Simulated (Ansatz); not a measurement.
Input, command and steps of an Ansatz relaxation.

```yaml
crystal:
  lattice:
    - [3.6180390522, 0.0, 0.0]
    - [-1.8090195261, 3.1333137311, 0.0]
    - [0.0, 0.0, 11.3566709041]
  atoms:
    - { symbol: "Y", position: [0.0, 0.0, 0.0] }
    - { symbol: "Y", position: [0.0, 0.0, 0.5] }
    - { symbol: Mn, position: [0.3333333333, 0.6666666667, 0.25], spin: 3.56 }
    - { symbol: Mn, position: [0.6666666667, 0.3333333333, 0.75], spin: 3.56 }
    - { symbol: O, position: [0.0, 0.0, 0.25] }
    - { symbol: O, position: [0.0, 0.0, 0.75] }
    - { symbol: O, position: [0.3333333333, 0.6666666667, 0.0846481188] }
    - { symbol: O, position: [0.6666666667, 0.3333333333, 0.5846481188] }
    - { symbol: O, position: [0.3333333333, 0.6666666667, 0.4153518812] }
    - { symbol: O, position: [0.6666666667, 0.3333333333, 0.9153518812] }
basis:
  ecutwfc: 500
kpoints:
  mp_grid: { grid: [12, 12, 4] }
hamiltonian:
  xc: r2scan
scf:
  occupations: { method: gaussian, width: 0.1 }
output:
  forces: true
  stress: true
  eigenvalues: true
  populations: true
  write_density: true
  write_potential: true
  elf: true
  volumetric_format: npy
magnetization:
  spin_polarized: true
relax:
  adjacent_minimum: "off"
  f_tol: 0.01
  max_steps: 30
  cell: { stress_tol: 0.1, fix: [volume] }
```

```bash
ansatz run input.yaml --threads 2 --pin off --max-ram 5120MiB --backend cpu --events-out ev --progress --plain --runs-dir out
```

Theory: Ansatz 0.2.0, DFT r2SCAN, scalar-relativistic, plane waves, PAW.

The volume is held at 1.03 times that of the relaxed cell.

Of 5 frames 4 are shown, positions in Å and forces in eV/Å; the SCF threshold varies from step to step. Steps run on the plane waves of an earlier cell, with a Pulay correction in the pressure. The basis is chosen afresh for the last frame, the zero of the energies, and at times for earlier ones too; energy and pressure step there, also at an unchanged geometry.

```xyz
10
Lattice="3.6180 0.0000 0.0000 -1.8090 3.1333 0.0000 0.0000 0.0000 11.3567" Properties=species:S:1:pos:R:3:forces:R:3 pbc="T T T" step=1 free_energy_over_end_meV_per_atom=0.08 pressure_GPa=-4.90
Y     0.0000    0.0000    0.0000    0.0000    0.0000    0.0000
Y     0.0000    0.0000    5.6783    0.0000    0.0000    0.0000
Mn    0.0000    2.0889    2.8392    0.0000    0.0000    0.0000
Mn    1.8090    1.0444    8.5175    0.0000    0.0000    0.0000
O     0.0000    0.0000    2.8392    0.0000    0.0000    0.0000
O     0.0000    0.0000    8.5175    0.0000    0.0000    0.0000
O     0.0000    2.0889    0.9613    0.0000    0.0000    0.0899
O     1.8090    1.0444    6.6397    0.0000    0.0000    0.0899
O     0.0000    2.0889    4.7170    0.0000    0.0000   -0.0899
O     1.8090    1.0444   10.3954    0.0000    0.0000   -0.0899
10
Lattice="3.6175 0.0000 0.0000 -1.8088 3.1329 0.0000 0.0000 0.0000 11.3598" Properties=species:S:1:pos:R:3:forces:R:3 pbc="T T T" step=2 free_energy_over_end_meV_per_atom=0.02 pressure_GPa=-4.87
Y     0.0000    0.0000    0.0000    0.0000    0.0000    0.0000
Y     0.0000    0.0000    5.6799    0.0000    0.0000    0.0000
Mn    0.0000    2.0886    2.8399    0.0000    0.0000    0.0000
Mn    1.8088    1.0443    8.5198    0.0000    0.0000    0.0000
O     0.0000    0.0000    2.8399    0.0000    0.0000    0.0000
O     0.0000    0.0000    8.5198    0.0000    0.0000    0.0000
O     0.0000    2.0886    0.9644    0.0000    0.0000    0.0223
O     1.8088    1.0443    6.6443    0.0000    0.0000    0.0223
O     0.0000    2.0886    4.7155    0.0000    0.0000   -0.0223
O     1.8088    1.0443   10.3954    0.0000    0.0000   -0.0223
10
Lattice="3.6190 0.0000 0.0000 -1.8095 3.1342 0.0000 0.0000 0.0000 11.3504" Properties=species:S:1:pos:R:3:forces:R:3 pbc="T T T" step=3 free_energy_over_end_meV_per_atom=0.01 pressure_GPa=-4.85
Y     0.0000    0.0000    0.0000    0.0000    0.0000    0.0000
Y     0.0000    0.0000    5.6752    0.0000    0.0000    0.0000
Mn    0.0000    2.0895    2.8376    0.0000    0.0000    0.0000
Mn    1.8095    1.0447    8.5128    0.0000    0.0000    0.0000
O     0.0000    0.0000    2.8376    0.0000    0.0000    0.0000
O     0.0000    0.0000    8.5128    0.0000    0.0000    0.0000
O     0.0000    2.0895    0.9635    0.0000    0.0000    0.0031
O     1.8095    1.0447    6.6387    0.0000    0.0000    0.0031
O     0.0000    2.0895    4.7117    0.0000    0.0000   -0.0031
O     1.8095    1.0447   10.3869    0.0000    0.0000   -0.0031
10
Lattice="3.6206 0.0000 0.0000 -1.8103 3.1355 0.0000 0.0000 0.0000 11.3409" Properties=species:S:1:pos:R:3:forces:R:3 pbc="T T T" step=5 free_energy_over_end_meV_per_atom=0.00 pressure_GPa=-4.84
Y     0.0000    0.0000    0.0000    0.0000    0.0000    0.0000
Y     0.0000    0.0000    5.6705    0.0000    0.0000    0.0000
Mn    0.0000    2.0903    2.8352    0.0000    0.0000    0.0000
Mn    1.8103    1.0452    8.5057    0.0000    0.0000    0.0000
O     0.0000    0.0000    2.8352    0.0000    0.0000    0.0000
O     0.0000    0.0000    8.5057    0.0000    0.0000    0.0000
O     0.0000    2.0903    0.9621    0.0000    0.0000   -0.0010
O     1.8103    1.0452    6.6325    0.0000    0.0000   -0.0010
O     0.0000    2.0903    4.7084    0.0000    0.0000    0.0010
O     1.8103    1.0452   10.3788    0.0000    0.0000    0.0010
```

Time: 4 min on 2 threads of Intel(R) Xeon(R) 6975P-C (Granite Rapids), with other jobs on the host, peak memory 1.2 GiB.

The state reached may not be the lowest one. Moments started parallel, and an antiferromagnetic order may lie lower.